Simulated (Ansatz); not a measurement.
# Structure optimisation: palladium, bcc

Computed with Ansatz 0.2.0, DFT, LDA (PW92), plane waves (420 eV) with PAW, scalar-relativistic. The PAW files were generated under PBE, with cores re-solved for the functional.

k-point mesh 10×10×10, Fermi-Dirac smearing 0.05 eV, starting moments 0.50, -0.50 μB. Cell and atoms relax.

Starting structure:

```yaml
crystal:
  lattice:
    - [3.087336306, 0.0, 0.0]
    - [0.0, 3.087336306, 0.0]
    - [0.0, 0.0, 3.087336306]
  atoms:
    - { symbol: Pd, position: [0.0, 0.0, 0.0], spin: 0.5 }
    - { symbol: Pd, position: [0.5, 0.5, 0.5], spin: -0.5 }
hamiltonian:
  xc: lda
  pseudopotentials:
    kind: paw
    azcp:
      Pd: "pseudopotentials/Pd.paw.azcp"
basis:
  ecutwfc: 420
  fft_grid_basis: typed
kpoints:
  mp_grid: { grid: [10, 10, 10], shift: [0, 0, 0] }
magnetization:
  spin_polarized: true
scf:
  occupations: { method: fermi_dirac, width: 0.05 }
relax:
  max_steps: 60
  f_tol: 0.01
  cell: {}
```

Question: The pressure at the start is -6.6 GPa. By how much does the volume change?

Answer: From 14.71 to 14.24 Å³ per atom, -3.2 %. The final cell has a = 3.054 Å.

Question: How much energy does the relaxation gain?

Answer: 10.2 meV per atom.

Question: Which magnetic state does it end in?

Answer: non-magnetic.
